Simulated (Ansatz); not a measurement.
Total density of states per atom from DFT-PBEsol in the program Ansatz with PAW potentials, in 0.25 eV bins, energy from the valence-band maximum:

```json
[
 {"E (eV)": "-7.88", "states/eV/atom": "0.00"},
 {"E (eV)": "-7.63", "states/eV/atom": "0.07"},
 {"E (eV)": "-7.38", "states/eV/atom": "0.30"},
 {"E (eV)": "-7.13", "states/eV/atom": "0.92"},
 {"E (eV)": "-6.88", "states/eV/atom": "0.78"},
 {"E (eV)": "-6.63", "states/eV/atom": "1.07"},
 {"E (eV)": "-6.38", "states/eV/atom": "1.10"},
 {"E (eV)": "-6.13", "states/eV/atom": "1.57"},
 {"E (eV)": "-5.88", "states/eV/atom": "1.43"},
 {"E (eV)": "-5.63", "states/eV/atom": "2.04"},
 {"E (eV)": "-5.38", "states/eV/atom": "1.55"},
 {"E (eV)": "-5.13", "states/eV/atom": "0.82"},
 {"E (eV)": "-4.88", "states/eV/atom": "1.06"},
 {"E (eV)": "-4.63", "states/eV/atom": "1.73"},
 {"E (eV)": "-4.38", "states/eV/atom": "1.33"},
 {"E (eV)": "-4.13", "states/eV/atom": "0.24"},
 {"E (eV)": "-3.88", "states/eV/atom": "0.00"},
 {"E (eV)": "-3.63", "states/eV/atom": "0.00"},
 {"E (eV)": "-3.38", "states/eV/atom": "0.00"},
 {"E (eV)": "-3.13", "states/eV/atom": "0.00"},
 {"E (eV)": "-2.88", "states/eV/atom": "0.00"},
 {"E (eV)": "-2.63", "states/eV/atom": "0.00"},
 {"E (eV)": "-2.38", "states/eV/atom": "0.00"},
 {"E (eV)": "-2.13", "states/eV/atom": "0.00"},
 {"E (eV)": "-1.88", "states/eV/atom": "0.00"},
 {"E (eV)": "-1.63", "states/eV/atom": "0.90"},
 {"E (eV)": "-1.38", "states/eV/atom": "2.93"},
 {"E (eV)": "-1.13", "states/eV/atom": "0.17"},
 {"E (eV)": "-0.88", "states/eV/atom": "0.00"},
 {"E (eV)": "-0.63", "states/eV/atom": "0.37"},
 {"E (eV)": "-0.38", "states/eV/atom": "0.77"},
 {"E (eV)": "-0.13", "states/eV/atom": "1.53"},
 {"E (eV)": "0.12", "states/eV/atom": "0.00"},
 {"E (eV)": "0.37", "states/eV/atom": "0.00"},
 {"E (eV)": "0.62", "states/eV/atom": "0.00"},
 {"E (eV)": "0.87", "states/eV/atom": "0.00"},
 {"E (eV)": "1.12", "states/eV/atom": "0.00"},
 {"E (eV)": "1.37", "states/eV/atom": "0.00"},
 {"E (eV)": "1.62", "states/eV/atom": "0.00"},
 {"E (eV)": "1.87", "states/eV/atom": "0.00"},
 {"E (eV)": "2.12", "states/eV/atom": "0.01"},
 {"E (eV)": "2.37", "states/eV/atom": "0.16"},
 {"E (eV)": "2.62", "states/eV/atom": "0.77"},
 {"E (eV)": "2.87", "states/eV/atom": "3.12"},
 {"E (eV)": "3.12", "states/eV/atom": "0.11"},
 {"E (eV)": "3.37", "states/eV/atom": "0.34"},
 {"E (eV)": "3.62", "states/eV/atom": "0.84"},
 {"E (eV)": "3.87", "states/eV/atom": "1.12"},
 {"E (eV)": "4.12", "states/eV/atom": "0.49"},
 {"E (eV)": "4.37", "states/eV/atom": "0.12"},
 {"E (eV)": "4.62", "states/eV/atom": "0.10"},
 {"E (eV)": "4.87", "states/eV/atom": "0.10"},
 {"E (eV)": "5.12", "states/eV/atom": "0.12"},
 {"E (eV)": "5.37", "states/eV/atom": "0.13"},
 {"E (eV)": "5.62", "states/eV/atom": "0.15"},
 {"E (eV)": "5.87", "states/eV/atom": "0.16"},
 {"E (eV)": "6.12", "states/eV/atom": "0.19"},
 {"E (eV)": "6.37", "states/eV/atom": "0.19"},
 {"E (eV)": "6.62", "states/eV/atom": "0.20"},
 {"E (eV)": "6.87", "states/eV/atom": "0.20"}
]
```

Which of these materials gives this?
A) CsI, CsCl type
B) MnF2, rutile
C) BaZrO3, cubic perovskite
D) TiPt3, Cu3Au type

B, MnF2, rutile. Top 1 eV of the valence band: Mn 3d 80 %, F 2p 17 %. Bottom 1 eV of the conduction band: Mn 3d 93 %. Projections are on Löwdin-orthogonalised atomic valence shells; empty p or d shells of many metals are not among them.

Space group P4_2/mnm (rutile). Symmetry was held in the PBEsol relaxation, as lowered by the spin order; of distortions, only those at the zone centre were tested. Magnetic state: antiferromagnetic, chosen from 5 collinear starts compared on coarse meshes (ties went to the first, and starts can fall back to one state), not a proven ground state. No Hubbard U is applied.

Potentials: the later of the program's two PAW sets.
